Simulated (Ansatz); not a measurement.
Al$_{2}$Au (MoSi2 or CaC2 type, I4/mmm) at seven volumes, PBE in the plane-wave PAW code Ansatz, shape and atoms relaxed at each. One row is withheld.

| V (Å³/atom) | P (GPa) |
|---|---|
| 15.746 | 10.76 |
| 16.265 | 6.51 |
| 16.785 | ? |
| 17.304 | 0.00 |
| 17.823 | -2.43 |
| 18.342 | -4.40 |
| 18.861 | -5.91 |

Question: Fit the shown pressures and predict the withheld one.

Answer: P = (3/2)B₀(x^(7/2) − x^(5/2))[1 + (3/4)(B′ − 4)(x − 1)] with x = (V₀/V)^(2/3). Least squares on the six rows gives V₀ = 17.302 Å³/atom, B₀ = 87.9 GPa, B′ = 5.61. At V = 16.785, x = 1.0204 and P = 2.90 GPa. The run itself gave 2.96 GPa.

A made-up cell: these elements were put on the sites of a structure type; neither database checked (COD, Materials Project) lists it. COD files the formula under space group No. 225, so this cell is another polymorph or a model. Whether it is the stable phase at ambient conditions was not checked. The cell was relaxed with PBE under the symmetry of its start; whether a distortion lowers the energy is not shown. Spin–orbit coupling is left out wherever it is not named.

Potentials: the earlier of the program's two PAW sets.
